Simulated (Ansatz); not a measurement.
**Course of a relaxation: GdO₄**

The cell of GdO₄ is invented: random cell by space group and Wyckoff sites (P6/mmm, No. 191). Lengths were set from tabulated atomic sizes, so they are only a guess.

```cif
data_structure
_symmetry_space_group_name_H-M 'P 1'
_symmetry_Int_Tables_number 1
_cell_length_a 3.4607
_cell_length_b 3.4607
_cell_length_c 4.1467
_cell_angle_alpha 90.000
_cell_angle_beta 90.000
_cell_angle_gamma 120.000
_cell_volume 43.01
loop_
_atom_site_label
_atom_site_type_symbol
_atom_site_fract_x
_atom_site_fract_y
_atom_site_fract_z
_atom_site_occupancy
Gd1 Gd 0.00000 0.00000 0.50000 1
O1 O 0.50000 0.00000 0.50000 1
O2 O 0.00000 0.50000 0.50000 1
O3 O 0.50000 0.50000 0.50000 1
O4 O 0.00000 0.00000 0.00000 1
```

These are results of Ansatz, DFT PBE, scalar-relativistic, plane waves, PAW, not measurements. Cutoff 420 eV, Gaussian smearing, Γ-centred meshes. Cell and atoms relax first on a coarse mesh and then on a finer one. In between, the cell is made exact in the group found at 0.06 Å. In metals the finer mesh still leaves noise of several meV/atom or more. The steps can't lower the symmetry of their start. Collinear spin, starting moments Gd 7.0 μB.

Steps on the 6×6×4 mesh (5 atoms, 16 steps). The free energy counts from the last step; some steps are skipped; the plane-wave basis is renewed at times, which shifts energy and pressure.

| step | ΔF (meV/atom) | V (Å³/atom) | P (GPa) |
| --- | --- | --- | --- |
| 1 | 3849.5 | 8.60 | 228.27 |
| 3 | 1436.2 | 10.54 | 93.12 |
| 4 | 847.1 | 11.64 | 48.47 |
| 6 | 550.3 | 13.28 | 0.45 |
| 8 | 549.3 | 13.25 | -0.01 |
| 9 | 214.0 | 13.25 | 25.33 |
| 11 | 34.1 | 15.69 | 1.76 |
| 13 | 2.7 | 15.93 | 2.07 |
| 14 | 1.6 | 16.25 | 0.41 |
| 16 | 0.0 | 16.34 | 0.07 |

The relaxed structure, after a last relaxation on the converged mesh:

```cif
data_structure
_symmetry_space_group_name_H-M 'P6/mmm'
_symmetry_Int_Tables_number 191
_cell_length_a 4.5605
_cell_length_b 4.5605
_cell_length_c 4.5966
_cell_angle_alpha 90.000
_cell_angle_beta 90.000
_cell_angle_gamma 120.000
_cell_volume 82.79
loop_
_atom_site_label
_atom_site_type_symbol
_atom_site_symmetry_multiplicity
_atom_site_Wyckoff_symbol
_atom_site_fract_x
_atom_site_fract_y
_atom_site_fract_z
_atom_site_occupancy
Gd1 Gd 1 b 0.00000 0.00000 0.50000 1
O1 O 3 g 0.50000 0.00000 0.50000 1
O2 O 1 a 0.00000 0.00000 0.00000 1
```

The symmetry stays P6/mmm (No. 191). The volume per atom grows by 92.5 %, from 8.6 to 16.6 Å³. The shortest distance goes from 1.73 Å (Gd–O and O–O) to 2.28 Å (Gd–O and O–O). The ratio c/a of the conventional cell changes by a factor of 0.84. The energy falls by about 3.8 eV/atom (the start's value is from the coarse mesh). Gd is surrounded by 8 O at 2.28–2.30 Å; O on a site of symmetry mmm has 2 Gd at 2.28 Å and 4 O at 2.28 Å; O on a site of symmetry 6/mmm has 2 Gd at 2.30 Å.

```
Volume per atom                            : 16.56 Å³
Density                                    : 4.44 g/cm³
Energy over the elements                   : −0.62 eV/atom
Gap on the 12×12×8 mesh of the 5-atom cell : 0 eV (a metal)
Net moment per atom                        : 0.93 μB
Moment by site                             : Gd 6.6; O -0.3 (×3), -1.0 μB
```

Energies over the elements count from the elements' standard structures at the same level (O₂ as a molecule), with no fitted energy shifts.

The last run used collinear spin and Gaussian smearing of 0.10 eV. In such compounds of Gd a zero gap at this level may well be an artefact, since no Hubbard U is applied. Another magnetic order may lie lower. Symmetry constrained the relaxation, so the result can be a saddle point. In all, the 3 runs took 7.5 min on 1 thread of Arm Neoverse V1, on a shared host. Another cell of GdO4 relaxed alike, in R-3m, lies 0.74 eV/atom lower, so this cell isn't the stable form at this level. Site moments count only spheres around the atoms; the net moment includes the space between them.
